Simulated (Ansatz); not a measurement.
# A run on Sb2S3 with phosphorus replacing S

```yaml
crystal:
  lattice:
    - [11.311, 0.0, 0.0]
    - [0.0, 7.6778, 0.0]
    - [0.0, 0.0, 11.223]
  atoms:
    - { symbol: Sb, position: [0.47061, 0.125, 0.32595] }
    - { symbol: Sb, position: [0.47061, 0.625, 0.32595] }
    - { symbol: Sb, position: [0.02939, 0.375, 0.82595] }
    - { symbol: Sb, position: [0.02939, 0.875, 0.82595] }
    - { symbol: Sb, position: [0.97061, 0.125, 0.17405] }
    - { symbol: Sb, position: [0.97061, 0.625, 0.17405] }
    - { symbol: Sb, position: [0.52939, 0.375, 0.67405] }
    - { symbol: Sb, position: [0.52939, 0.875, 0.67405] }
    - { symbol: Sb, position: [0.35059, 0.375, 0.03602] }
    - { symbol: Sb, position: [0.35059, 0.875, 0.03602] }
    - { symbol: Sb, position: [0.14941, 0.125, 0.53602] }
    - { symbol: Sb, position: [0.14941, 0.625, 0.53602] }
    - { symbol: Sb, position: [0.85059, 0.375, 0.46398] }
    - { symbol: Sb, position: [0.85059, 0.875, 0.46398] }
    - { symbol: Sb, position: [0.64941, 0.125, 0.96398] }
    - { symbol: Sb, position: [0.64941, 0.625, 0.96398] }
    - { symbol: S, position: [0.29214, 0.125, 0.19181] }
    - { symbol: S, position: [0.29214, 0.625, 0.19181] }
    - { symbol: S, position: [0.20786, 0.375, 0.69181] }
    - { symbol: S, position: [0.20786, 0.875, 0.69181] }
    - { symbol: S, position: [0.79214, 0.125, 0.30819] }
    - { symbol: S, position: [0.79214, 0.625, 0.30819] }
    - { symbol: S, position: [0.70786, 0.375, 0.80819] }
    - { symbol: S, position: [0.70786, 0.875, 0.80819] }
    - { symbol: P, position: [0.5498, 0.375, 0.123] }
    - { symbol: S, position: [0.5498, 0.875, 0.123] }
    - { symbol: S, position: [0.9502, 0.125, 0.623] }
    - { symbol: S, position: [0.9502, 0.625, 0.623] }
    - { symbol: S, position: [0.0498, 0.375, 0.377] }
    - { symbol: S, position: [0.0498, 0.875, 0.377] }
    - { symbol: S, position: [0.4502, 0.125, 0.877] }
    - { symbol: S, position: [0.4502, 0.625, 0.877] }
    - { symbol: S, position: [0.3751, 0.375, 0.4389] }
    - { symbol: S, position: [0.3751, 0.875, 0.4389] }
    - { symbol: S, position: [0.1249, 0.125, 0.9389] }
    - { symbol: S, position: [0.1249, 0.625, 0.9389] }
    - { symbol: S, position: [0.8751, 0.375, 0.0611] }
    - { symbol: S, position: [0.8751, 0.875, 0.0611] }
    - { symbol: S, position: [0.6249, 0.125, 0.5611] }
    - { symbol: S, position: [0.6249, 0.625, 0.5611] }
total_charge: -1
kpoints:
  mp_grid: { grid: [2, 3, 2] }
scf:
  occupations: { method: fermi_dirac, width: 0.01 }
hamiltonian:
  xc: pbe
  pseudopotentials: { kind: nc }
output:
  forces: true
  stress: true
  populations: true
  efg:
    quadrupole_moments_barn: { Sb: -0.543, S: -0.0694 }
    contact_densities: true
```

```sh
ansatz run input.yaml --threads 4 --pin off --max-ram 8192MiB --backend cpu --events-out ev --progress --plain --runs-dir out
```

(1) Does this calculation finish, and if not, why?

## Answers

(1) The program refused the input. The program says:

```
Error: output.efg without hamiltonian.pseudopotentials.kind: paw|paw_fr|all_electron or hamiltonian.pseudopotentials.kind: all_electron — the all-electron EFG reconstruction needs the PAW one-centre densities; drop the efg request, or set kind: paw (paw_fr under spin-orbit coupling) (under a functional that reads the kinetic-energy density, kind: paw is refused in some combinations and carries risks of its own in the rest: see hamiltonian.xc for the refusals and hamiltonian.pseudopotentials.kind for the risks, both in the input reference; kind: paw is refused beside gw.static_remainder)
```

Against a sound input the change was `hamiltonian.pseudopotentials`: {kind: paw} → {kind: nc}.

With the sound settings the run converges and gives V_zz (10²¹ V/m²) Sb1 -13.54 (η 0.67), Sb3 -15.99 (η 0.38), Sb4 -16.03 (η 0.43), Sb5 -15.91 (η 0.41), Sb7 -16.18 (η 0.33), Sb8 -16.66 (η 0.32), among others; a site carries the number of its first atom in the input. The defect repeats with the cell of 40 atoms, so it feels its images: sites between two images don't show the values beside a lone defect, and zeros or small values of η there can come from the images' arrangement. S and Sb carry a gradient in the pure host already, so the values there aren't the defect's effect alone. A uniform background compensates the cell's charge. Without spin–orbit coupling (the program notes it for Sb) the gradients can shift somewhat, as the gap is small. With these PAW files V_zz is typically within 2 to 3 % of all-electron values, but misses above 10 % occur on Sb. The neighbours have not yet relaxed around the defect (largest force 1.0 eV/Å), so a real crystal will differ.
